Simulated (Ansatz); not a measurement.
**ZnSe (zinc blende), frozen-phonon scan**

Starting cell, ZnSe (zinc blende):

```yaml
crystal:
  lattice:
    - [0.00000, 5.73301, 5.73301]
    - [2.86650, 0.00000, 2.86650]
    - [2.86650, 2.86650, 0.00000]
  atoms:
    - { symbol: Se, position: [0.37500, 0.75000, 0.75000] }
    - { symbol: Se, position: [0.87500, 0.75000, 0.75000] }
    - { symbol: Zn, position: [0.00000, 0.00000, 0.00000] }
    - { symbol: Zn, position: [0.50000, 0.00000, 0.00000] }
```

A phonon eigenvector at L = (0.5, 0.0, 0.0) is frozen into this cell: atom i moves by Q times the vector below, so Q is the largest atomic displacement, in Å. The cell is held. It is one choice among 2 degenerate patterns. (q is in reciprocal vectors of the primitive cell; the cell shown is doubled to hold the pattern.)

```csv
atom,x,y,z
Se1,-0.247,0.450,-0.697
Se2,0.247,-0.450,0.697
Zn3,0.285,-0.520,0.805
Zn4,-0.285,0.520,-0.805
```

Computed with PBE (plane waves to 420 eV, PAW, scalar-relativistic; Ansatz, an electronic-structure program). k mesh 5×10×10 (Γ-centred), Fermi-Dirac smearing 0.05 eV. Energies are smeared free energies. Stress and pressure are positive under compression. ZnSe was relaxed with its symmetry unable to fall. ΔE is measured from the undisplaced structure.

| Q (Å) | ΔE (meV/cell) | P (GPa) | −dE/dQ from forces (eV/Å) |
|---|---|---|---|
| -0.180 | 44.2 | -0.21 | 0.504 |
| -0.150 | 30.5 | -0.15 | 0.414 |
| -0.120 | 19.4 | -0.10 | 0.327 |
| -0.090 | 10.8 | -0.06 | 0.242 |
| -0.060 | 4.8 | -0.03 | 0.160 |
| -0.030 | 1.2 | -0.01 | 0.080 |
| 0.000 | 0.0 | -0.01 | 0.000 |
| 0.030 | 1.2 | -0.01 | -0.080 |
| 0.060 | 4.8 | -0.03 | -0.160 |
| 0.090 | 10.8 | -0.06 | -0.242 |
| 0.120 | 19.4 | -0.10 | -0.327 |
| 0.150 | 30.5 | -0.15 | -0.414 |
| 0.180 | 44.2 | -0.21 | -0.504 |

Summary:

```
Item                                                                                                                 Result
-----------------------------------------------------------  --------------------------------------------------------------
Energy at Q = 0.180 Å                                                                                         44.2 meV/cell
Space group of the distorted cell                                                            P1 (No. 1), lowered from F-43m
Symmetry of the curve                                                                         even: the same for both signs
Shape of the curve                                           a single well with its minimum at or next to zero displacement
Harmonic wavenumber from the curvature (finite differences)                                                         54 cm⁻¹
Wavenumber by perturbation theory (DFPT, on another k mesh)                                                         54 cm⁻¹
```

The 13 points together took about 15 core-minutes (a rough figure).

(A displaced cell: forces are minus the slopes of the energy, force constants its curvatures, and phonons follow from these.)
